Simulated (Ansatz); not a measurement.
ZnN₂O₆:
```
CELL_PARAMETERS angstrom
      7.48671     0.00000     0.00000
      0.00000     7.48671     0.00000
      0.00000     0.00000     7.48671
ATOMIC_POSITIONS crystal
  Zn 0.50000 0.50000 0.50000
  Zn 0.00000 0.50000 0.00000
  Zn 0.00000 0.00000 0.50000
  Zn 0.50000 0.00000 0.00000
  N  0.67648 0.17648 0.32352
  N  0.32352 0.82352 0.67648
  N  0.82352 0.82352 0.82352
  N  0.17648 0.17648 0.17648
  N  0.17648 0.32352 0.67648
  N  0.82352 0.67648 0.32352
  N  0.32352 0.67648 0.17648
  N  0.67648 0.32352 0.82352
  O  0.55603 0.20834 0.81781
  O  0.44397 0.79166 0.18219
  O  0.94397 0.79166 0.31781
  O  0.05603 0.20834 0.68219
  O  0.05603 0.29166 0.18219
  O  0.94397 0.70834 0.81781
  O  0.44397 0.70834 0.68219
  O  0.55603 0.29166 0.31781
  O  0.81781 0.55603 0.20834
  O  0.18219 0.44397 0.79166
  O  0.31781 0.94397 0.79166
  O  0.68219 0.05603 0.20834
  O  0.18219 0.05603 0.29166
  O  0.81781 0.94397 0.70834
  O  0.68219 0.44397 0.70834
  O  0.31781 0.55603 0.29166
  O  0.20834 0.81781 0.55603
  O  0.79166 0.18219 0.44397
  O  0.79166 0.31781 0.94397
  O  0.20834 0.68219 0.05603
  O  0.29166 0.18219 0.05603
  O  0.70834 0.81781 0.94397
  O  0.70834 0.68219 0.44397
  O  0.29166 0.31781 0.55603
```

Relaxed with r²SCAN. Special points in fractions of this cell's reciprocal vectors: Γ (0.000, 0.000, 0.000); X (0.000, 0.500, 0.000); M (0.500, 0.500, 0.000); R (0.500, 0.500, 0.500); X1 (0.500, 0.000, 0.000).

Problem. List the band energies nearest the valence-band maximum at these points for the program Ansatz at the r²SCAN level (PAW).

Solution. In eV from the valence-band maximum; about four levels below and three above (degenerate sets whole), none deeper than 8.9 eV; points with the same levels are listed once.

```json
[
 {"k": "Γ", "below": "-0.63 -0.63 -0.63 0.00 0.00 0.00", "above": "4.03 4.03 4.03"},
 {"k": "X", "below": "-0.23 -0.23 -0.10 -0.10", "above": "3.99 3.99 4.09 4.09"},
 {"k": "M", "below": "-0.20 -0.20 -0.20 -0.20", "above": "4.04 4.04 4.04 4.04"},
 {"k": "R", "below": "-0.28 -0.28 -0.28 -0.28", "above": "4.08 4.08 4.08 4.08"}
]
```

Space group Pa-3. The workflow started from a Materials Project entry (that database holds measured and hypothetical structures alike); the Crystallography Open Database copy checked does not list it. Whether it is the stable phase at ambient conditions was not checked. Symmetry was held in the r²SCAN relaxation; its stability against distortions is not shown here.

Potentials: the later of the program's two PAW sets.
